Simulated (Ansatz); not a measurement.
K₂GaAgF₆ in space group Fm-3m (No. 225; K on 8c, Ga on 4a, Ag on 4b, F on 24e), r²SCAN (plane waves, PAW; program Ansatz). The conduction-band minimum lies at Γ, with 1 equivalent valley. Second derivatives d²E/dk² of the lowest band at one valley (eV·Å²), along Cartesian directions:

```
direction  d²E/dk²
---------  -------
[100]        15.48
[010]        15.48
[001]        15.48
[110]        15.48
[101]        15.48
[011]        15.48
```

Find the principal effective masses, the density-of-states mass and the conductivity mass.

Off-diagonal terms follow from H_xy = H[110] − (H_xx + H_yy)/2, and m*/mₑ = 7.620 eV·Å² over each eigenvalue: 0.49, 0.49, 0.49. One valley's DOS mass (m₁m₂m₃)^(1/3) = 0.49, conductivity mass 3/(Σ 1/mᵢ) = 0.49 mₑ.

What effective density of states Nc follows at 300 K for parabolic valleys?

Nc = 2.509e19 × 1 × (0.49)^(3/2) ≈ 8.6e18 cm⁻³.

The workflow started from a Materials Project entry (that database holds measured and hypothetical structures alike); the Crystallography Open Database copy checked does not list it. Its standing as an ambient phase is unchecked. Symmetry was held in the r²SCAN relaxation; its stability against distortions is not shown here. The run is not spin-polarised. Scalar-relativistic: spin–orbit coupling is off unless named, which matters more the heavier the elements.

Potentials: the later of the program's two PAW sets.

Edges and masses are those of Kohn–Sham bands, whose gap is no quasiparticle gap.
